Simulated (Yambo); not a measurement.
Yambo run on WO3 (ReO3 type, space group Pm-3m, No. 221). The wavefunctions are norm-conserving PBEsol (Quantum ESPRESSO, 84 Ry, without SOC) ones on a 4×4×4 mesh (16 occupied bands); a = b = c = 3.795 Å, α = β = γ = 90.00°.

Yambo input:

```
rim_cut
gw0
dyson
el_el_corr
HF_and_locXC
ppa
em1d
RandQpts= 1000000
RandGvec= 1 Ry
EXXRLvcs= 84 Ry
VXCRLvcs= 336 Ry
Chimod= "HARTREE"
% BndsRnXp
 2 | 129 |
%
NGsBlkXp= 10 Ry
% LongDrXp
 1.0 | 1.0 | 1.0 |
%
PPAPntXp= 27.2114 eV
% GbndRnge
 1 | 47 |
%
GTermKind= "BG"
DysSolver= "n"
ExtendOut
% QPkrange
 1 | 1 | 16 | 17 |
 10 | 10 | 16 | 16 |
%
```

k points by index: 1 = Γ, 10 = R.

The o-*.qp file then holds:

```
#    K-point    Band    Eo [eV]    E [eV]    E-Eo [eV]    Vxc [eV]    Vnlxc [eV]    Sc|Eo [eV]    Sc|E [eV]    dSc/dw|Eo [eV]    Re(Z)    Im(Z)
#
    1    16    -1.055235    -1.346466    -0.291231    -20.36575    -25.27275    4.524025    4.615774    -8.561747    0.760648    -0.003618
    1    17    0.603813    1.290877    0.687063    -16.44361    -11.50332    -4.092774    -4.253233    -6.354272    0.810690    -0.001083
    10    16    0.000000    -0.206926    -0.206926    -20.36418    -25.35974    4.719713    4.788630    -9.055861    0.750298    -0.001657
```
(The two width columns are left out.) Convergence of these settings isn't established.

Geometry relaxed with PBEsol.

The structure is a Materials Project entry; no match was found in the copy of COD used, and its stability was not checked.
